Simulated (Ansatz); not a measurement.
A plane-wave DFT run in Ansatz 0.2.0 (scalar-relativistic PAW potentials unless the input names others): input and command.

```yaml
crystal:
  lattice:
    - [4.7724221337, 0.0, 0.0]
    - [-2.3862110668, 4.1330388053, 0.0]
    - [0.0, 0.0, 3.7427964232]
  atoms:
    - { symbol: Li, position: [0.3333333333, 0.6666666667, 0.25] }
    - { symbol: Li, position: [0.6666666667, 0.3333333333, 0.75] }
    - { symbol: Be, position: [0.8423887448, 0.6847774896, 0.25] }
    - { symbol: Be, position: [0.1576112552, 0.8423887448, 0.75] }
    - { symbol: Be, position: [0.3152225104, 0.1576112552, 0.25] }
    - { symbol: Be, position: [0.1576112552, 0.3152225104, 0.75] }
    - { symbol: Be, position: [0.8423887448, 0.1576112552, 0.25] }
    - { symbol: Be, position: [0.6847774896, 0.8423887448, 0.75] }
basis:
  ecutwfc: 30
kpoints:
  mp_grid: { grid: [12, 12, 10] }
hamiltonian:
  xc: pbe
scf:
  occupations: { method: gaussian, width: 0.1 }
  max_iter: 50
output:
  forces: true
  eigenvalues: true
  stress: true
relax:
  adjacent_minimum: "off"
  f_tol: 0.01
  max_steps: 80
  cell: { stress_tol: 0.05 }
```

```bash
ansatz run input.yaml --threads 1 --pin off --max-ram 2560MiB --backend cpu --events-out ev --progress --plain --runs-dir out
```

Abridged log:
```
Basis set: ecut = 30 eV, 27 PW (Γ), exchange–correlation on 18×18×16 points (8 copies of the dense FFT grid, shifted against one another)
Bands: 17, of which v1, the nominal top of the filled ones, is band 9 counted from 1 (8 counted from 0)
Symmetry: 24 space group operations
k-points: 114 of 1440
SCF iter   1: F=—  HF=-871.480421 eV  |F-HF|=—  |Δ(HF+E_count)|=         —  Δρ=1.68e-1  dr2=1.34e1  ethr=1.77e-3  ⟨swp⟩=1.0  Hψ=3142  notcnv=0
SCF iter   2: F=—  HF=-849.835365 eV  |F-HF|=—  |Δ(HF+E_count)|=    2.16e1  Δρ=1.21e-2  dr2=1.53e-1  ethr=1.77e-3  ⟨swp⟩=1.8  Hψ=3867  notcnv=0  defer=106
SCF iter   3: F=—  HF=-849.765631 eV  |F-HF|=—  |Δ(HF+E_count)|=   6.97e-2  Δρ=2.84e-3  dr2=1.09e-2  ethr=8.49e-4  ⟨swp⟩=1.6  Hψ=2029  notcnv=0  defer=125
SCF iter   4: F=—  HF=-849.763394 eV  |F-HF|=—  |Δ(HF+E_count)|=   2.24e-3  Δρ=1.30e-3  dr2=4.80e-3  ethr=6.08e-5  ⟨swp⟩=2.1  Hψ=2357  notcnv=0  defer=125
SCF iter   5: F=—  HF=-849.761598 eV  |F-HF|=—  |Δ(HF+E_count)|=   1.80e-3  Δρ=8.41e-5  dr2=6.18e-6  ethr=2.67e-5  ⟨swp⟩=1.7  Hψ=2501  notcnv=0  defer=127
SCF iter   6: F=—  HF=-849.800859 eV  |F-HF|=—  |Δ(HF+E_count)|=   3.93e-2  Δρ=1.76e-4  dr2=2.57e-5  ethr=3.43e-8  ⟨swp⟩=2.7  Hψ=3369  notcnv=0  defer=132
SCF iter   7: F=—  HF=-849.800857 eV  |F-HF|=—  |Δ(HF+E_count)|=   1.60e-6  Δρ=1.52e-4  dr2=1.87e-5  ethr=3.43e-8  ⟨swp⟩=1.0  Hψ=1745  notcnv=0  defer=132
SCF iter   8: F=-849.800853 eV  HF=-849.800853 eV  |F-HF|=3.79e-9  |Δ(HF+E_count)|=   3.77e-6  Δρ=1.35e-6  dr2=4.71e-9  ethr=5.56e-10  ⟨swp⟩=4.8  Hψ=7428  notcnv=0
SCF 1 converged in 8 iterations: F = -849.800853 eV  dr2 = 4.71e-9
relax step   1: F+E_penalty+E_count = -849.80085329 eV  Δ(F+E_penalty+E_count) = +0.000e0 eV  max|allowed force component| = 1.263e0 eV/Å  Δτ_max = 0.0000 Å  P = -164.253 GPa  Ω = 73.825 Å³  (8 SCF iters, dr2 threshold 1.00e-7 eV, accepted)
Crystal: 8 atoms, lattice volume = 63.586 Å³
Initial density: handed on by an earlier stage of this run
Initial wavefunctions: those handed on with the density
   ...
SCF iter   5: F=-882.744509 eV  HF=-882.744509 eV  |F-HF|=1.71e-7  |Δ(HF+E_count)|=   1.43e-6  Δρ=3.48e-5  dr2=3.48e-7  ethr=4.44e-9  ⟨swp⟩=3.8  Hψ=6267  notcnv=0
SCF 7 converged in 5 iterations: F = -882.744509 eV  dr2 = 3.48e-7
relax step   7: F+E_penalty+E_count = -882.74450912 eV  Δ(F+E_penalty+E_count) = -1.104e-1 eV  max|allowed force component| = 2.307e-1 eV/Å  Δτ_max = 0.0077 Å  P = +0.220 GPa  Ω = 34.150 Å³  (5 SCF iters, dr2 threshold 8.00e-7 eV, accepted)
Crystal: 8 atoms, lattice volume = 34.198 Å³
SCF iter   1: F=—  HF=-882.755490 eV  |F-HF|=—  |Δ(HF+E_count)|=         —  Δρ=1.12e-3  dr2=8.11e-4  ethr=4.51e-6  ⟨swp⟩=1.0  Hψ=5981  notcnv=0
SCF iter   2: F=—  HF=-882.755170 eV  |F-HF|=—  |Δ(HF+E_count)|=   3.21e-4  Δρ=2.00e-4  dr2=8.18e-6  ethr=4.51e-6  ⟨swp⟩=1.9  Hψ=2288  notcnv=0
SCF iter   3: F=—  HF=-882.745452 eV  |F-HF|=—  |Δ(HF+E_count)|=   9.72e-3  Δρ=1.28e-4  dr2=3.12e-6  ethr=4.44e-9  ⟨swp⟩=4.8  Hψ=7309  notcnv=0
SCF iter   4: F=-882.745452 eV  HF=-882.745452 eV  |F-HF|=4.32e-8  |Δ(HF+E_count)|=   4.75e-8  Δρ=3.45e-5  dr2=1.93e-7  ethr=4.44e-9  ⟨swp⟩=2.0  Hψ=5047  notcnv=0
SCF 8 converged in 4 iterations: F = -882.745452 eV  dr2 = 1.93e-7
relax step   8: F+E_penalty+E_count = -882.74545166 eV  Δ(F+E_penalty+E_count) = -9.425e-4 eV  max|allowed force component| = 1.429e-1 eV/Å  Δτ_max = 0.0049 Å  P = -0.571 GPa  Ω = 34.198 Å³  (4 SCF iters, dr2 threshold 8.00e-7 eV, accepted)
Crystal: 8 atoms, lattice volume = 34.165 Å³
SCF iter   1: F=—  HF=-882.755985 eV  |F-HF|=—  |Δ(HF+E_count)|=         —  Δρ=4.55e-4  dr2=1.30e-4  ethr=7.20e-7  ⟨swp⟩=1.0  Hψ=5981  notcnv=0
SCF iter   2: F=—  HF=-882.746139 eV  |F-HF|=—  |Δ(HF+E_count)|=   9.85e-3  Δρ=9.47e-5  dr2=1.94e-6  ethr=7.20e-7  ⟨swp⟩=2.1  Hψ=2564  notcnv=0
SCF iter   3: F=-882.746140 eV  HF=-882.746140 eV  |F-HF|=7.75e-8  |Δ(HF+E_count)|=   1.33e-7  Δρ=4.28e-5  dr2=3.60e-7  ethr=4.44e-9  ⟨swp⟩=3.3  Hψ=5379  notcnv=0
SCF 9 converged in 3 iterations: F = -882.746140 eV  dr2 = 3.60e-7
relax step   9: F+E_penalty+E_count = -882.74613965 eV  Δ(F+E_penalty+E_count) = -6.880e-4 eV  max|allowed force component| = 2.263e-4 eV/Å  Δτ_max = 0.0019 Å  P = -0.010 GPa  Ω = 34.165 Å³  (3 SCF iters, dr2 threshold 8.00e-7 eV, accepted)
Step failed. What follows is not a result of the run: it is the report of the last solve that finished, which converged after 3 SCF iterations.
Free energy (F): -882.746140 eV
Harris-Foulkes:  -882.746140 eV  (|F-HF|=7.75e-8)
Internal energy: -882.741478 eV  (E = F + TS)
E sigma→0 (E₀):  -882.743809 eV
Entropy (-TS):   -0.004661 eV (-0.583 meV/atom)
Fermi energy:    14.107921 eV
--- Forces (eV/Å), atoms counted from 1 ---
  atom   1  Li     0.00000000     0.00000000     0.00000000
  atom   2  Li     0.00000000     0.00000000     0.00000000
  atom   3  Be     0.00000000     0.00022629     0.00000000
  atom   4  Be    -0.00019597     0.00011314     0.00000000
  atom   5  Be    -0.00019597    -0.00011314     0.00000000
  atom   6  Be     0.00000000    -0.00022629     0.00000000
  atom   7  Be     0.00019597    -0.00011314     0.00000000
  atom   8  Be     0.00019597     0.00011314     0.00000000
--- Stress (GPa, compression-positive) ---
       -0.013891       0.000000       0.000000
        0.000000      -0.013891       0.000000
        0.000000       0.000000      -0.003542
  P = ⅓ Tr σ = -0.0104 GPa (-0.104 kbar)
End of that report.
this run last wrote the structure of step 9 to <dir>
  cell:  # Å, volume = 34.1653 Å³
    - [3.66548767, 0.0, 0.0]
    - [-1.83274383, 3.17440544, 0.0]
    - [0.0, 0.0, 2.93623260]
  atoms:
    - { symbol: Li, position: [0.33333333, 0.66666666, 0.25] }
    - { symbol: Li, position: [0.66666666, 0.33333333, 0.75000000] }
    - { symbol: Be, position: [0.83444081, 0.66888162, 0.25] }
    - { symbol: Be, position: [0.16555918, 0.83444081, 0.75000000] }
    - { symbol: Be, position: [0.33111837, 0.16555918, 0.25] }
    - { symbol: Be, position: [0.16555918, 0.33111837, 0.75000000] }
    - { symbol: Be, position: [0.83444081, 0.16555918, 0.25] }
    - { symbol: Be, position: [0.66888162, 0.83444081, 0.75000000] }
```

Problem. What should be changed?

Solution. The fault is a cutoff far too low (basis.ecutwfc: 420 → 30, the first being the value of the sound run). Setting it back cures it. The log, from which this was withheld above, says: «Warning: basis.ecutwfc = 30 eV is below the records' recommended 420 eV, and the density's cutoff is lower with it unless basis.ecutrho_ratio is high enough to keep the records' density cutoff: compare with a run at a higher cutoff» «Error: n_bands = 17 exceeds the smallest per-k basis n_pw = 8 on this cell (volume 34.165 Å³); raise `basis.ecutwfc`, or lower `scf.n_extra_bands` until the run solves fewer than 8 bands, so that the eigensolver has room, keeping enough bands for the occupied states — the relaxation's steps converged, and the SCF that follows them selects its plane waves again on the cell that they reached …» The run stopped without converging. A reference run from the same start on usual settings converged, and the end of its own relaxation has pressure -0.01 GPa, largest force 0.001 eV/Å, no gap on the mesh.

Time: 6.2 s on 1 thread of Intel(R) Xeon(R) 6975P-C (Granite Rapids), with other jobs on the host, peak memory 0.29 GiB.